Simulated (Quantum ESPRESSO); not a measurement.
Band energies of GaAl₃N₄

```
GaAl3N4
1.0
    4.40144     0.00000     0.00000
    0.00000     4.40144     0.00000
    0.00000     0.00000     4.40144
N Al Ga
4 3 1
Direct
  0.74416   0.74416   0.25584
  0.74416   0.25584   0.74416
  0.25584   0.25584   0.25584
  0.25584   0.74416   0.74416
  0.50000   0.50000   0.00000
  0.00000   0.50000   0.50000
  0.50000   0.00000   0.50000
  0.00000   0.00000   0.00000
```

PBEsol (Quantum ESPRESSO, PseudoDojo norm-conserving, 84 Ry, without SOC); path ΓXMΓRX,MR; energies in eV from the valence-band maximum.

| k (1/Å) | point | band 17 | band 18 | band 19 | band 20 | band 21 | band 22 | band 23 | band 24 |
|---|---|---|---|---|---|---|---|---|---|
| 0.00 | Γ | -1.99 | -1.99 | 0.00 | 0.00 | 0.00 | 3.33 | 3.33 | 3.33 |
| 0.24 |  | -1.89 | -1.89 | -0.61 | -0.15 | -0.15 | 3.65 | 3.93 | 3.93 |
| 0.71 | X | -2.65 | -1.22 | -1.22 | -0.95 | -0.95 | 5.54 | 5.60 | 6.06 |
| 0.95 |  | -2.13 | -1.42 | -1.28 | -0.90 | -0.77 | 5.90 | 5.96 | 6.25 |
| 1.43 | M | -2.59 | -0.84 | -0.55 | -0.54 | -0.54 | 7.27 | 7.48 | 7.48 |
| 1.76 |  | -1.43 | -1.41 | -1.24 | -1.22 | -0.15 | 5.83 | 6.21 | 6.30 |
| 1.93 |  | -1.85 | -1.85 | -1.55 | -0.74 | -0.05 | 5.01 | 5.17 | 5.28 |
| 2.27 |  | -2.03 | -1.95 | -0.41 | -0.08 | 0.00 | 3.54 | 3.57 | 3.62 |
| 2.44 | Γ | -1.99 | -1.99 | 0.00 | 0.00 | 0.00 | 3.33 | 3.33 | 3.33 |
| 2.61 |  | -1.94 | -1.94 | -0.47 | -0.03 | -0.03 | 3.58 | 3.61 | 3.61 |
| 2.79 |  | -1.76 | -1.76 | -1.51 | -0.10 | -0.10 | 4.25 | 4.33 | 4.33 |
| 3.14 |  | -1.28 | -1.15 | -1.15 | -0.34 | -0.34 | 5.75 | 6.30 | 6.31 |
| 3.32 |  | -1.01 | -0.84 | -0.84 | -0.42 | -0.42 | 5.99 | 6.96 | 7.23 |
| 3.67 | R | -0.60 | -0.60 | -0.38 | -0.38 | -0.38 | 5.47 | 6.94 | 6.94 |
| 3.96 |  | -0.84 | -0.76 | -0.73 | -0.56 | -0.51 | 6.01 | 7.01 | 7.37 |
| 4.11 |  | -1.12 | -0.88 | -0.87 | -0.75 | -0.64 | 6.26 | 6.87 | 7.23 |
| 4.39 |  | -2.00 | -1.14 | -1.11 | -0.97 | -0.86 | 5.97 | 6.07 | 6.33 |
| 4.68 | X | -2.65 | -1.22 | -1.22 | -0.95 | -0.95 | 5.54 | 5.60 | 6.06 |
| 4.68 | M | -2.59 | -0.84 | -0.55 | -0.54 | -0.54 | 7.27 | 7.48 | 7.48 |
| 5.04 |  | -1.39 | -0.79 | -0.57 | -0.49 | -0.49 | 6.39 | 7.50 | 7.50 |
| 5.40 | R | -0.60 | -0.60 | -0.38 | -0.38 | -0.38 | 5.47 | 6.94 | 6.94 |

The PBEsol gap is 3.33 eV and nearly direct: the edges lie at 83 % of the way from M to Γ and Γ, the smallest direct gap within 0.02 eV of it. Another valence extremum on the path lies within 0.02 eV, too close to call.

Spin-orbit splittings are left out.

Geometry of the Materials Project entry, not relaxed at this level.

The structure is a Materials Project entry; no match was found in the copy of COD used, and its stability was not checked.
